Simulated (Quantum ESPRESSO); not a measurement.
# Pd5Mo3: input and log of a self-consistent run

Computed values, not a measurement. The program is pw.x of Quantum ESPRESSO 7.5 (plane-wave density functional theory). The cell is made up: eight metal atoms on a hexagonal close-packed lattice, with elements, volume, strain and displacements drawn at random and not relaxed, so it may be unstable or far from any real phase. PseudoDojo standard norm-conserving files set the functional (PBE unless stated); there is no spin polarisation or spin-orbit coupling, the Fermi-Dirac width of 0.25 eV means electrons at about 2900 K, and the masses in the input are unused placeholders. A spin test at this wide smearing found no moment, but such smearing suppresses magnetism that the real alloy may have.

Input:

```
&control calculation='scf', pseudo_dir='./dojo.nc.sr.pbe.v0_5.standard.upf', outdir='./o', disk_io='minimal', tprnfor=.true., tstress=.true. /
&system ibrav=0, nat=8, ntyp=2, nbnd=84, ecutwfc=82.02448710, nosym=.true., tot_charge=0,
 occupations='smearing', smearing='fd', degauss=0.0183746611
/
&electrons conv_thr=1.470e-08, electron_maxstep=70, mixing_beta=0.5 /
ATOMIC_SPECIES
Mo 1.0 Mo.upf
Pd 1.0 Pd.upf
CELL_PARAMETERS angstrom
-2.8616 -0.0103 -0.0121
-0.0023 4.8327 -4.7396
-0.0382 -4.8649 -4.7728
ATOMIC_POSITIONS angstrom
Pd 0.0367 -0.091 0.0819
Mo 0.0497 1.5958 -2.2644
Mo 0.0133 -0.2567 -4.8859
Pd -0.1756 1.603 -7.1161
Mo -1.4335 -0.8575 -2.3766
Pd -1.604 -2.6918 -4.7687
Pd -1.4943 -0.8389 -7.0934
Pd -1.4279 2.3448 -4.8273
K_POINTS automatic
8 4 4 1 1 1
```

The log is shortened where brackets say so; the opening notice, blank lines, dates and the lines on written files are dropped, and the path of the files is cut. It prints rydbergs, bohrs and kilobars, and counts compression as positive stress. Its total energy is the free energy E - TS of the whole cell.

```
     Program PWSCF v.7.5
     Parallel version (MPI & OpenMP), running on       4 processor cores
     Number of MPI processes:                 4
     Threads/MPI process:                     1
     [start-up lines left out]
     bravais-lattice index     =            0
     lattice parameter (alat)  =       5.4077  a.u.
     unit-cell volume          =     890.6587 (a.u.)^3
     number of atoms/cell      =            8
     number of atomic types    =            2
     number of electrons       =       132.00
     number of Kohn-Sham states=           84
     kinetic-energy cutoff     =      82.0245  Ry
     charge density cutoff     =     328.0979  Ry
     scf convergence threshold =      1.5E-08
     mixing beta               =       0.5000
     number of iterations used =            8  plain     mixing
     Exchange-correlation= PBE
                           (   1   4   3   4   0   0   0)
     [axes and pseudopotential details left out]
   Cartesian axes
     site n.     atom                  positions (alat units)
         1        Pd     tau(   1) = (   0.0128248  -0.0317999   0.0286199  )
         2        Mo     tau(   2) = (   0.0173676   0.5576515  -0.7912934  )
         3        Mo     tau(   3) = (   0.0046477  -0.0897037  -1.7073751  )
         4        Pd     tau(   4) = (  -0.0613633   0.5601675  -2.4867173  )
         5        Mo     tau(   5) = (  -0.5009358  -0.2996529  -0.8305016  )
         6        Pd     tau(   6) = (  -0.5605169  -0.9406481  -1.6664197  )
         7        Pd     tau(   7) = (  -0.5221823  -0.2931532  -2.4787848  )
         8        Pd     tau(   8) = (  -0.4989789   0.8193891  -1.6868974  )
     number of k points=    64  Fermi-Dirac smearing, width (Ry)=  0.0184
                       cart. coord. in units 2pi/alat
        k(    1) = (  -0.0621858   0.0004868  -0.0749451), wk =   0.0312500
        k(    2) = (  -0.0616042  -0.0730307  -0.1499070), wk =   0.0312500
     [further k points left out]
     Dense  grid:    89403 G-vectors     FFT dimensions: (  32,  75,  75)
     Estimated max dynamical RAM per process >     381.93 MB
     Estimated total dynamical RAM >       1.43 GB
     Initial potential from superposition of free atoms
     starting charge     131.9948, renormalised to     132.0000
     Starting wfcs are   75 randomized atomic wfcs +    9 random wfcs
     total cpu time spent up to now is        7.5 secs
     per-process dynamical memory:   317.2 Mb
     Self-consistent Calculation
     iteration #  1     ecut=    82.02 Ry     beta= 0.50
     Davidson diagonalization with overlap
     ethr =  1.00E-02,  avg # of iterations =  4.1
     total cpu time spent up to now is       26.5 secs
     total energy              =   -1767.67484872 Ry
     estimated scf accuracy    <      14.30969033 Ry
     iteration #  2     ecut=    82.02 Ry     beta= 0.50
     Davidson diagonalization with overlap
     ethr =  1.00E-02,  avg # of iterations =  4.3
     total cpu time spent up to now is       46.6 secs
     total energy              =   -1770.62942110 Ry
     estimated scf accuracy    <     100.02081369 Ry
     iteration #  3     ecut=    82.02 Ry     beta= 0.50
     Davidson diagonalization with overlap
     ethr =  1.00E-02,  avg # of iterations =  4.0
     total cpu time spent up to now is       65.2 secs
     total energy              =   -1776.26675929 Ry
     estimated scf accuracy    <       6.95839444 Ry
     iteration #  4     ecut=    82.02 Ry     beta= 0.50
     Davidson diagonalization with overlap
     ethr =  5.27E-03,  avg # of iterations =  2.0
     total cpu time spent up to now is       79.8 secs
     total energy              =   -1776.34445508 Ry
     estimated scf accuracy    <       3.09667676 Ry
     iteration #  5     ecut=    82.02 Ry     beta= 0.50
     Davidson diagonalization with overlap
     ethr =  2.35E-03,  avg # of iterations =  1.2
     total cpu time spent up to now is       93.6 secs
     total energy              =   -1776.44462024 Ry
     estimated scf accuracy    <       1.15235055 Ry
     [iterations 6 to 17 left out]
     iteration # 18     ecut=    82.02 Ry     beta= 0.50
     Davidson diagonalization with overlap
     ethr =  6.66E-11,  avg # of iterations =  2.0
     total cpu time spent up to now is      285.5 secs
     total energy              =   -1776.56674385 Ry
     estimated scf accuracy    <       0.00000015 Ry
     iteration # 19     ecut=    82.02 Ry     beta= 0.50
     Davidson diagonalization with overlap
     ethr =  6.66E-11,  avg # of iterations =  1.6
     total cpu time spent up to now is      299.8 secs
     total energy              =   -1776.56674386 Ry
     estimated scf accuracy    <       0.00000012 Ry
     iteration # 20     ecut=    82.02 Ry     beta= 0.50
     Davidson diagonalization with overlap
     ethr =  6.66E-11,  avg # of iterations =  1.0
     total cpu time spent up to now is      313.1 secs
     total energy              =   -1776.56674386 Ry
     estimated scf accuracy    <       0.00000003 Ry
     iteration # 21     ecut=    82.02 Ry     beta= 0.50
     Davidson diagonalization with overlap
     ethr =  2.51E-11,  avg # of iterations =  1.4
     total cpu time spent up to now is      327.1 secs
     total energy              =   -1776.56674386 Ry
     estimated scf accuracy    <       0.00000004 Ry
     iteration # 22     ecut=    82.02 Ry     beta= 0.50
     Davidson diagonalization with overlap
     ethr =  2.51E-11,  avg # of iterations =  1.0
     total cpu time spent up to now is      340.4 secs
     End of self-consistent calculation
     [lines on levels left out]
!    total energy              =   -1776.56674386 Ry
     estimated scf accuracy    <          5.0E-09 Ry
     smearing contrib. (-TS)   =      -0.12640561 Ry
     internal energy E=F+TS    =   -1776.44033826 Ry
     The total energy is F=E-TS. E is the sum of the following terms:
     one-electron contribution =    -565.62545715 Ry
     hartree contribution      =     361.77402371 Ry
     xc contribution           =    -272.99046960 Ry
     ewald contribution        =   -1299.59843521 Ry
     convergence has been achieved in  22 iterations
     Forces acting on atoms (cartesian axes, Ry/au):
     atom    1 type  2   force =    -0.01428307   -0.02361943   -0.03835517
     atom    2 type  1   force =    -0.01081295   -0.01980977   -0.03557768
     atom    3 type  1   force =    -0.01392846    0.04308470    0.05438727
     atom    4 type  2   force =     0.02255878   -0.00006674    0.00643325
     atom    5 type  1   force =    -0.01246647    0.01969568   -0.01349064
     atom    6 type  2   force =     0.02731740    0.04981785    0.00190633
     atom    7 type  2   force =     0.00666271   -0.02998204   -0.00767482
     atom    8 type  2   force =    -0.00504795   -0.03912026    0.03237146
     Total force =     0.130881     Total SCF correction =     0.000410
     Computing stress (Cartesian axis) and pressure
          total   stress  (Ry/bohr**3)                   (kbar)     P=     -100.25
  -0.00083169  -0.00001246  -0.00001936         -122.35       -1.83       -2.85
  -0.00001246  -0.00039379   0.00004363           -1.83      -57.93        6.42
  -0.00001936   0.00004363  -0.00081904           -2.85        6.42     -120.49
     init_run     :      7.20s CPU      7.48s WALL (       1 calls)
     electrons    :    325.50s CPU    332.86s WALL (       1 calls)
     forces       :      1.93s CPU      1.93s WALL (       1 calls)
     stress       :      6.50s CPU      6.51s WALL (       1 calls)
     [timing details left out]
     PWSCF        :   5m41.19s CPU   5m48.91s WALL
     JOB DONE.
```

In other units: free energy -24171.422 eV for the cell, pressure -10.03 GPa, largest force component 1.398 eV/Å in size. The run took 351 s of wall time with four MPI processes on a shared machine (Intel Xeon, 2023 or later, virtual cores), so the time is rough. A rerun of this cell at a higher cutoff and on a denser mesh moved values by no more than 0.011 eV in energy, 0.06 GPa in stress and 0.007 eV/Å in force, and a second program with other atomic files agreed on that cell to 2 % rms in force and 0.5 GPa in pressure.